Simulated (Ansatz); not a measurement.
S:
```xyz
32
Lattice="0.0000 6.3446 12.1954 5.1645 0.0000 12.1954 5.1645 6.3446 0.0000" Properties=species:S:1:pos:R:3 pbc="T T T"
S      7.9345    10.5300    20.1049
S      7.5590     8.5038    20.1049
S      7.9345     8.5038    16.4814
S      7.5590    10.5300    16.4814
S      4.9768     5.3315    10.3836
S      5.3522     7.3577    10.3836
S      4.9768     7.3577    14.0072
S      5.3522     5.3315    14.0072
S      9.4923    10.9237    21.4070
S      6.0012     8.1101    21.4070
S      9.4923     8.1101    15.1793
S      6.0012    10.9237    15.1793
S      3.4190     4.9378     9.0816
S      6.9100     7.7514     9.0816
S      3.4190     7.7514    15.3092
S      6.9100     4.9378    15.3092
S      8.6887     5.2054    11.0080
S      1.6404     7.4838    11.0080
S      8.6887     7.4838    13.3829
S      1.6404     5.2054    13.3829
S      4.2226     4.3115     7.2851
S      6.1064     8.3777     7.2851
S      4.2226     8.3777    17.1057
S      6.1064     4.3115    17.1057
S      3.5133     9.9658    12.3321
S      6.8157     2.7233    12.3321
S      3.5133     2.7233    12.0588
S      6.8157     9.9658    12.0588
S      4.2335     5.8956     5.9611
S      6.0956     6.7935     5.9611
S      4.2335     6.7935    18.4298
S      6.0956     5.8956    18.4298
```

Relaxed with PBE+D3(BJ). Special points in fractions of this cell's reciprocal vectors: Γ (0.000, 0.000, 0.000); Y (0.500, 0.000, 0.500); T (1.000, 0.500, 0.500); Z (0.500, 0.500, 0.000); Σ0 (0.000, 0.460, 0.460); U0 (1.000, 0.540, 0.540); C0 (0.500, 0.129, 0.629); A0 (0.500, 0.871, 0.371); L (0.500, 0.500, 0.500).

Question: List the band energies nearest the valence-band maximum at these points for DFT-PBE+D3(BJ) in the program Ansatz with PAW potentials.

Answer: In eV from the valence-band maximum; about four levels below and three above (degenerate sets whole), none deeper than 8.9 eV; points with the same levels are listed once.

```tsv
k	below	above
Γ	-0.76 -0.72 -0.32 0.00	2.06 2.18 2.28
Y	-0.61 -0.61 -0.26 -0.26	2.05 2.05 2.29 2.29
T	-0.59 -0.59 -0.31 -0.31	1.93 1.93 2.13 2.13
Z	-0.80 -0.80 -0.15 -0.15	2.13 2.13 2.36 2.36
Σ0	-0.59 -0.58 -0.36 -0.28	1.92 1.95 2.08
C0	-0.64 -0.64 -0.31 -0.31	2.05 2.05 2.38 2.38
L	-0.61 -0.59 -0.52 -0.25	2.19 2.22 2.30
```

Space group Fddd (α-S8). The PBE+D3(BJ) relaxation kept the symmetry of its start.

Potentials: the earlier of the program's two PAW sets.
